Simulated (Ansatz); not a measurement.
## KAs₄H₃O₁₂: field gradients at two levels of theory

Cell: a Materials Project structure (computed, not necessarily an observed phase), taken as it stands.

```yaml
crystal:
  lattice:
    - [5.24872, 0.00000, 0.00000]
    - [0.69217, 7.15144, 0.00000]
    - [1.45767, 3.37341, 6.87540]
  atoms:
    - { symbol: K, position: [0.00232, 0.99508, 0.00079] }
    - { symbol: H, position: [0.50780, 0.65987, 0.28360] }
    - { symbol: H, position: [0.49201, 0.33895, 0.71920] }
    - { symbol: H, position: [0.97076, 0.49445, 0.98199] }
    - { symbol: As, position: [0.40358, 0.87977, 0.42929] }
    - { symbol: As, position: [0.59462, 0.12450, 0.56897] }
    - { symbol: As, position: [0.83937, 0.68553, 0.68021] }
    - { symbol: As, position: [0.15400, 0.32475, 0.31055] }
    - { symbol: O, position: [0.11377, 0.71000, 0.50652] }
    - { symbol: O, position: [0.88936, 0.28362, 0.49946] }
    - { symbol: O, position: [0.58008, 0.63019, 0.60244] }
    - { symbol: O, position: [0.41827, 0.36889, 0.39542] }
    - { symbol: O, position: [0.51189, 0.81398, 0.23073] }
    - { symbol: O, position: [0.48575, 0.18532, 0.77056] }
    - { symbol: O, position: [0.87759, 0.46240, 0.88730] }
    - { symbol: O, position: [0.09827, 0.53483, 0.10808] }
    - { symbol: O, position: [0.30877, 0.96156, 0.62595] }
    - { symbol: O, position: [0.69668, 0.03359, 0.37754] }
    - { symbol: O, position: [0.77124, 0.88780, 0.74587] }
    - { symbol: O, position: [0.22887, 0.11093, 0.25755] }
```

Atoms are numbered from 1 in the order listed; like atoms form one site, named after its first atom.

First run. Computed with Ansatz: DFT, PBE, plane waves and PAW, scalar-relativistic, 420 eV cutoff, Γ-centred 5×4×4 k-points, Fermi–Dirac smearing 0.02 eV.

```json
{"site": "K", "atom": "1", "V_zz (10²¹ V/m²)": "1.13", "η": "0.90"}
{"site": "H3", "atom": "3", "V_zz (10²¹ V/m²)": "3.36", "η": "0.13"}
{"site": "H4", "atom": "4", "V_zz (10²¹ V/m²)": "1.39", "η": "0.32"}
{"site": "As5", "atom": "5", "V_zz (10²¹ V/m²)": "-9.60", "η": "0.78"}
{"site": "As6", "atom": "6", "V_zz (10²¹ V/m²)": "9.56", "η": "0.91"}
{"site": "As7", "atom": "7", "V_zz (10²¹ V/m²)": "-2.09", "η": "0.36"}
{"site": "As8", "atom": "8", "V_zz (10²¹ V/m²)": "-8.50", "η": "0.26"}
{"site": "O9", "atom": "9", "V_zz (10²¹ V/m²)": "15.55", "η": "0.71"}
{"site": "O13", "atom": "13", "V_zz (10²¹ V/m²)": "-14.58", "η": "0.80"}
{"site": "O14", "atom": "14", "V_zz (10²¹ V/m²)": "-14.61", "η": "0.78"}
{"site": "O15", "atom": "15", "V_zz (10²¹ V/m²)": "13.77", "η": "0.88"}
{"site": "O17", "atom": "17", "V_zz (10²¹ V/m²)": "-12.40", "η": "0.92"}
{"site": "O18", "atom": "18", "V_zz (10²¹ V/m²)": "-11.48", "η": "0.97"}
{"site": "O19", "atom": "19", "V_zz (10²¹ V/m²)": "14.52", "η": "0.83"}
```

Second run. The same atoms and settings, except that the functional is r2SCAN and the cutoff is 500 eV.

**Question.** Given the first result, estimate the second.

**Answer.** 

| site | atom | V_zz | η | change of V_zz |
| --- | --- | --- | --- | --- |
| K | 1 | -1.18 | 0.99 | – |
| H3 | 3 | 3.27 | 0.13 | -0.09 |
| H4 | 4 | 1.28 | 0.36 | -0.11 |
| As5 | 5 | -10.41 | 0.76 | -0.81 |
| As6 | 6 | 10.24 | 0.93 | +0.68 |
| As7 | 7 | -2.28 | 0.19 | -0.19 |
| As8 | 8 | -9.20 | 0.22 | -0.70 |
| O9 | 9 | 15.89 | 0.72 | +0.34 |
| O13 | 13 | -14.99 | 0.80 | -0.41 |
| O14 | 14 | -15.04 | 0.78 | -0.43 |
| O15 | 15 | 14.02 | 0.88 | +0.25 |
| O17 | 17 | -12.83 | 0.91 | -0.43 |
| O18 | 18 | -11.92 | 0.96 | -0.44 |
| O19 | 19 | 14.85 | 0.84 | +0.33 |

The largest change of V_zz along a kept axis is on As5, from -9.60 to -10.41. In per cent, |V_zz| changes by -8 to -3 on H, +7 to +9 on As, +2 to +4 on O (all sites that start above 0.5, bar those whose gradient vanishes or changes sign or whose main axis turns by over 40°). Where |V_zz| stays above 0.1 and the axes keep their order, η moves most on As7, from 0.36 to 0.19. On K the largest principal value lies along another axis in the second run, so the two V_zz can't be compared directly. The table leaves out 6 of the 20 sites, with |V_zz| up to 15.84; their tensors move by 0.36 at most along any direction. The statements above cover all sites.

For the first run: The largest force is 0.4 eV/Å, so the atoms aren't at the calculated equilibrium and relaxing them would move these values.
For the second run: At this cell the r2SCAN pressure is -7 GPa, so with r2SCAN the cell would shrink if it were relaxed. The entry's cell may itself be off. The largest force is 1.1 eV/Å, so the atoms aren't at the calculated equilibrium and relaxing them would move these values.
